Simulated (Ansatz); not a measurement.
A plane-wave DFT run in Ansatz 0.2.0 (scalar-relativistic PAW potentials unless the input names others): input and command.

```yaml
crystal:
  lattice:
    - [4.741921925, 0.0, 0.0]
    - [0.0, 4.741921925, 0.0]
    - [0.0, 0.0, 5.5129272992]
  atoms:
    - { symbol: Hg, position: [0.5, 0.5, 0.1996071384] }
    - { symbol: Ru, position: [0.0, 0.0, 0.4084855876] }
    - { symbol: Pt, position: [0.5, 0.5, 0.719110384] }
    - { symbol: Pt, position: [0.0, 0.5, 0.566398445] }
    - { symbol: Pt, position: [0.5, 0.0, 0.566398445] }
basis:
  ecutwfc: 420
kpoints:
  mp_grid: { grid: [8, 8, 8] }
hamiltonian:
  xc: pbe
scf:
  occupations: { method: fixed }
  max_iter: 60
output:
  forces: true
  eigenvalues: true
  stress: true
```

```bash
ansatz run input.yaml --threads 1 --pin off --max-ram 2560MiB --backend cpu --events-out ev --progress --plain --runs-dir out
```

Abridged log:
```
Pseudopotentials: kind: paw
Pseudopotential: Hg, paw, valence charge 20, recommended cutoff 420 eV (normal)
Pseudopotential: Ru, paw, valence charge 16, recommended cutoff 420 eV (normal)
Pseudopotential: Pt, paw, valence charge 18, recommended cutoff 420 eV (normal)
Functional definition: PBE
Crystal: 5 atoms, lattice volume = 123.963 Å³
Basis set: ecut = 420 eV, 2411 PW (Γ), exchange–correlation on 64×64×80 points (8 copies of the dense FFT grid, shifted against one another)
Bands: 54, of which v1, the nominal top of the filled ones, is band 45 counted from 1 (44 counted from 0)
Symmetry: 8 space group operations
Space group: P4mm (ITA 99), of the structure as read, at distance tolerance 5.0e-5 Å
k-points: 75 of 512 (time reversal used)
Initial density: superposition of atomic densities (neutral atoms: chi_scale 0, normalization atom), corrected by the library's trained network
Initial wavefunctions: pseudopotential atomic-orbital guess
Functional: x = pbe(κ = 0.804, μ = 0.21951497), c = pbe(β = 0.06672455)
SCF iter   1: F=—  HF=-57257.001953 eV  |F-HF|=—  |Δ(HF+E_count)|=         —  Δρ=1.08e-2  dr2=2.37e-1  ethr=1.77e-3  ⟨swp⟩=4.4  Hψ=12377  notcnv=0  defer=469
SCF iter   2: F=—  HF=-57257.019991 eV  |F-HF|=—  |Δ(HF+E_count)|=   1.80e-2  Δρ=1.55e-2  dr2=5.79e-1  ethr=2.64e-4  ⟨swp⟩=2.0  Hψ=5009  notcnv=0  defer=519  recentre
SCF iter   3: F=—  HF=-57256.990796 eV  |F-HF|=—  |Δ(HF+E_count)|=   2.92e-2  Δρ=5.97e-3  dr2=4.99e-2  ethr=2.64e-4  ⟨swp⟩=2.0  Hψ=4410  notcnv=0  defer=520
SCF iter   4: F=—  HF=-57256.988204 eV  |F-HF|=—  |Δ(HF+E_count)|=   2.59e-3  Δρ=1.96e-3  dr2=3.33e-3  ethr=5.54e-5  ⟨swp⟩=2.0  Hψ=4613  notcnv=0  defer=523
SCF iter   5: F=—  HF=-57256.988593 eV  |F-HF|=—  |Δ(HF+E_count)|=   3.89e-4  Δρ=4.52e-4  dr2=1.85e-4  ethr=3.70e-6  ⟨swp⟩=2.1  Hψ=5444  notcnv=0  defer=523
SCF iter   6: F=—  HF=-57256.988721 eV  |F-HF|=—  |Δ(HF+E_count)|=   1.29e-4  Δρ=1.97e-4  dr2=6.48e-5  ethr=2.06e-7  ⟨swp⟩=2.0  Hψ=6777  notcnv=0  defer=266
SCF iter   7: F=—  HF=-57256.988700 eV  |F-HF|=—  |Δ(HF+E_count)|=   2.13e-5  Δρ=8.14e-5  dr2=1.59e-5  ethr=7.20e-8  ⟨swp⟩=2.0  Hψ=5127  notcnv=0  defer=240
SCF iter   8: F=—  HF=-57256.988713 eV  |F-HF|=—  |Δ(HF+E_count)|=   1.32e-5  Δρ=3.60e-5  dr2=2.47e-6  ethr=1.77e-8  ⟨swp⟩=2.0  Hψ=5126  notcnv=0  defer=270
SCF iter   9: F=—  HF=-57256.988716 eV  |F-HF|=—  |Δ(HF+E_count)|=   2.84e-6  Δρ=1.64e-5  dr2=5.40e-7  ethr=2.74e-9  ⟨swp⟩=2.0  Hψ=5234  notcnv=0  defer=295
SCF iter  10: F=—  HF=-57256.988716 eV  |F-HF|=—  |Δ(HF+E_count)|=   4.33e-7  Δρ=1.38e-5  dr2=3.11e-7  ethr=6.00e-10  ⟨swp⟩=2.0  Hψ=5383  notcnv=0  defer=299
SCF iter  11: F=-57256.988716 eV  HF=-57256.988716 eV  |F-HF|=5.63e-9  |Δ(HF+E_count)|=   2.44e-8  Δρ=4.89e-6  dr2=4.98e-8  ethr=1.11e-10  ⟨swp⟩=9.8  Hψ=19169  notcnv=0
SCF 1 converged in 11 iterations: F = -57256.988716 eV  dr2 = 4.98e-8
SCF converged after 11 iterations
Free energy (F): -57256.988716 eV
Harris-Foulkes:  -57256.988716 eV  (|F-HF|=5.63e-9)
Internal energy: -57256.988716 eV  (E = F + TS)
E sigma→0 (E₀):  -57256.988716 eV
Fermi energy:    12.765334 eV
--- Forces (eV/Å), atoms counted from 1 ---
  atom   1  Hg     0.00000000     0.00000000    -0.01556602
  atom   2  Ru     0.00000000     0.00000000     0.00986057
  atom   3  Pt     0.00000000     0.00000000     0.04251420
  atom   4  Pt     0.00000000     0.00000000    -0.01837779
  atom   5  Pt     0.00000000     0.00000000    -0.01837779
--- Stress (GPa, compression-positive) ---
       -0.119280       0.000000       0.000000
        0.000000      -0.119280       0.000000
        0.000000       0.000000       0.075055
  P = ⅓ Tr σ = -0.0545 GPa (-0.545 kbar)
```

Problem. What should be changed?

Solution. The fault is fixed occupations on a metal: they fill the same number of bands at every k-point, while the true filling differs from point to point (scf.occupations: {"method": "gaussian", "width": 0.1} → {"method": "fixed"}, the first being the value of the sound run). Setting it back cures it. The run converged all the same, with an energy at zero smearing 3.12 meV/atom above the reference's, pressure -0.05 GPa, largest force 0.043 eV/Å, no gap on the mesh, so convergence alone doesn't show that an input is right. A reference run on usual settings, whose relaxation ended at this geometry, converged, and the end of its own relaxation has pressure 0.00 GPa, largest force 0.005 eV/Å, no gap on the mesh.

The run took 66 s on 1 thread of Arm Neoverse V1, with other jobs on the host, peak memory 0.58 GiB.